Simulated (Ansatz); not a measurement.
## Zincblende alloy of ZnS and MgS (18 of 32 Zn sites exchanged), 64 atoms

Ansatz, PAW, plane waves. PBEsol relaxation of volume and atoms (shape held) at the single k point (¼, ¼, ¼) without its symmetry partners; single points on the relaxed atoms at the Γ point alone, onto which points of the small cell's zone fold. Arrangement: random. No spin–orbit coupling unless named.

Relaxed structure:

```yaml
crystal:
  lattice:
    - [11.04270, 0.00000, 0.00000]
    - [0.00000, 11.04270, 0.00000]
    - [0.00000, 0.00000, 11.04270]
  atoms:
    - { symbol: Zn, position: [0.00294, 0.00551, 0.00338] }
    - { symbol: Zn, position: [0.99731, 0.49401, 0.00188] }
    - { symbol: Zn, position: [0.99630, 0.49812, 0.49788] }
    - { symbol: Zn, position: [0.49730, 0.00241, 0.49783] }
    - { symbol: Zn, position: [0.24647, 0.24675, 0.00481] }
    - { symbol: Zn, position: [0.24964, 0.75406, 0.49969] }
    - { symbol: Zn, position: [0.75382, 0.25302, 0.00332] }
    - { symbol: Zn, position: [0.75005, 0.25335, 0.49579] }
    - { symbol: Zn, position: [0.25012, 0.00385, 0.25058] }
    - { symbol: Zn, position: [0.24840, 0.00217, 0.75027] }
    - { symbol: Zn, position: [0.75282, 0.49321, 0.24974] }
    - { symbol: Zn, position: [0.75412, 0.49546, 0.75013] }
    - { symbol: Zn, position: [0.99815, 0.25181, 0.24828] }
    - { symbol: Zn, position: [0.50177, 0.24847, 0.24904] }
    - { symbol: Mg, position: [0.00260, 0.00225, 0.49840] }
    - { symbol: Mg, position: [0.49565, 0.00548, 0.00131] }
    - { symbol: Mg, position: [0.50357, 0.49396, 0.00194] }
    - { symbol: Mg, position: [0.50311, 0.49772, 0.49873] }
    - { symbol: Mg, position: [0.24961, 0.24672, 0.49655] }
    - { symbol: Mg, position: [0.24556, 0.75344, 0.99982] }
    - { symbol: Mg, position: [0.75362, 0.74623, 0.00022] }
    - { symbol: Mg, position: [0.74944, 0.74588, 0.50047] }
    - { symbol: Mg, position: [0.24588, 0.49651, 0.25034] }
    - { symbol: Mg, position: [0.24583, 0.49966, 0.75016] }
    - { symbol: Mg, position: [0.74969, 0.00678, 0.24971] }
    - { symbol: Mg, position: [0.74934, 0.00366, 0.75028] }
    - { symbol: Mg, position: [0.99758, 0.25161, 0.75447] }
    - { symbol: Mg, position: [0.00124, 0.74813, 0.25008] }
    - { symbol: Mg, position: [0.00119, 0.74883, 0.74917] }
    - { symbol: Mg, position: [0.50104, 0.24848, 0.74915] }
    - { symbol: Mg, position: [0.49782, 0.75155, 0.25330] }
    - { symbol: Mg, position: [0.49734, 0.75171, 0.74770] }
    - { symbol: S, position: [0.12377, 0.12624, 0.12957] }
    - { symbol: S, position: [0.12716, 0.12406, 0.63044] }
    - { symbol: S, position: [0.11929, 0.61893, 0.11895] }
    - { symbol: S, position: [0.12353, 0.62483, 0.61337] }
    - { symbol: S, position: [0.62534, 0.13574, 0.12237] }
    - { symbol: S, position: [0.62536, 0.12655, 0.61343] }
    - { symbol: S, position: [0.62972, 0.61985, 0.13301] }
    - { symbol: S, position: [0.62937, 0.61838, 0.63222] }
    - { symbol: S, position: [0.37395, 0.36433, 0.12695] }
    - { symbol: S, position: [0.37373, 0.37426, 0.62404] }
    - { symbol: S, position: [0.36947, 0.88013, 0.12942] }
    - { symbol: S, position: [0.36932, 0.88245, 0.62083] }
    - { symbol: S, position: [0.87578, 0.37364, 0.12571] }
    - { symbol: S, position: [0.87130, 0.37683, 0.61996] }
    - { symbol: S, position: [0.88011, 0.88075, 0.12250] }
    - { symbol: S, position: [0.87499, 0.87586, 0.62392] }
    - { symbol: S, position: [0.38003, 0.12227, 0.36841] }
    - { symbol: S, position: [0.36421, 0.12753, 0.87456] }
    - { symbol: S, position: [0.36933, 0.62720, 0.38028] }
    - { symbol: S, position: [0.37465, 0.62443, 0.87754] }
    - { symbol: S, position: [0.87679, 0.13517, 0.37504] }
    - { symbol: S, position: [0.87432, 0.12584, 0.88636] }
    - { symbol: S, position: [0.87348, 0.61540, 0.37285] }
    - { symbol: S, position: [0.87821, 0.61311, 0.87408] }
    - { symbol: S, position: [0.11449, 0.37258, 0.37567] }
    - { symbol: S, position: [0.12492, 0.37349, 0.88625] }
    - { symbol: S, position: [0.13314, 0.87670, 0.37292] }
    - { symbol: S, position: [0.12251, 0.88594, 0.87439] }
    - { symbol: S, position: [0.62808, 0.36990, 0.36819] }
    - { symbol: S, position: [0.63637, 0.37156, 0.87409] }
    - { symbol: S, position: [0.62264, 0.88015, 0.37984] }
    - { symbol: S, position: [0.62351, 0.87606, 0.87736] }
```

What are the mean bond lengths by pair (pairs within 1.2 times the sum of covalent radii, less contacts 15 % beyond the pair's median; cation–cation pairs of compounds aside; long ionic contacts are cut short by that bound)?

Mg–S 2.434 ± 0.012 Å (standard deviation, 72 bonds); S–Zn 2.338 ± 0.011 Å (standard deviation, 56 bonds).

What gap lies between the top filled and the lowest empty level in the single points?

HSE06 3.96 eV (5.3 min on 7 threads of Neoverse-V2).
